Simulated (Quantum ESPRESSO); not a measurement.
# Band energies of NiZn

```
NiZn
1.0
    2.88913     0.00000     0.00000
    0.00000     2.88913     0.00000
    0.00000     0.00000     2.88913
Ni Zn
1 1
Direct
  0.00000   0.00000   0.00000
  0.50000   0.50000   0.50000
```

LDA (pw.x of Quantum ESPRESSO, ONCV potentials, without SOC); path ΓXMΓRX,MR; energies in eV from the Fermi level.

```csv
k (1/Å),point,band 15,band 16,band 17,band 18,band 19,band 20,band 21,band 22
0.00,Γ,-2.16,-2.16,-0.91,-0.91,-0.91,7.13,7.13,7.13
0.33,,-2.18,-2.15,-1.10,-1.10,-0.93,4.47,7.81,7.81
0.65,,-2.48,-2.24,-1.45,-1.45,-0.97,1.17,9.66,9.66
0.98,,-4.22,-2.28,-1.67,-1.67,-0.99,-0.11,12.27,12.27
1.09,X,-4.69,-2.28,-1.69,-1.69,-0.99,-0.16,12.95,12.95
1.30,,-4.67,-2.21,-1.65,-1.63,-1.01,-0.16,10.65,11.66
1.74,,-3.52,-1.82,-1.45,-1.33,-1.10,-0.20,5.65,6.37
2.07,,-2.06,-1.46,-1.35,-1.16,-1.15,-0.51,3.53,3.95
2.17,M,-1.92,-1.34,-1.34,-1.15,-1.15,-0.62,3.37,3.75
2.38,,-2.30,-1.54,-1.49,-1.19,-1.14,-0.22,3.55,4.72
2.69,,-2.54,-1.87,-1.68,-1.32,-1.10,1.11,3.80,8.54
3.10,,-2.20,-2.08,-1.53,-1.30,-1.00,3.64,4.74,9.35
3.40,,-2.17,-2.14,-1.09,-1.06,-0.94,5.81,6.11,7.74
3.71,Γ,-2.16,-2.16,-0.91,-0.91,-0.91,7.13,7.13,7.13
4.01,,-2.15,-2.15,-1.10,-0.99,-0.99,6.41,6.41,6.68
4.41,,-2.07,-2.07,-1.47,-1.29,-1.29,4.87,4.87,5.80
4.70,,-2.13,-2.13,-1.40,-1.40,-1.26,4.15,4.15,5.38
5.00,,-2.56,-2.56,-1.09,-1.09,-0.18,3.99,3.99,5.09
5.30,,-3.01,-3.01,-0.74,-0.74,2.19,4.48,4.48,4.83
5.60,R,-3.19,-3.19,-0.59,-0.59,4.52,5.42,5.42,5.42
5.70,,-3.17,-3.16,-0.62,-0.60,4.28,4.66,4.98,5.48
6.01,,-3.01,-2.83,-0.95,-0.76,1.94,1.98,5.56,6.33
6.31,,-3.19,-2.34,-1.46,-1.09,0.21,0.38,7.07,7.44
6.62,,-4.25,-1.94,-1.92,-1.10,-0.94,-0.07,9.15,9.21
7.03,,-4.69,-2.26,-1.70,-1.66,-1.00,-0.16,12.40,12.58
7.13,X,-4.69,-2.28,-1.69,-1.69,-0.99,-0.16,12.95,12.95
7.13,M,-1.92,-1.34,-1.34,-1.15,-1.15,-0.62,3.37,3.75
7.23,,-1.90,-1.62,-1.62,-0.83,-0.83,-0.62,3.38,3.76
7.53,,-2.44,-2.44,-1.58,-0.61,0.64,0.64,3.47,3.94
7.83,,-2.95,-2.95,-1.03,-0.60,2.52,2.52,3.76,4.45
8.22,R,-3.19,-3.19,-0.59,-0.59,4.52,5.42,5.42,5.42
```

A metal at this level: along this path bands 19, 20 cross the Fermi level.

Geometry of the Materials Project entry, not relaxed at this level.

The runs are not spin-polarised; magnetic order was not tried.
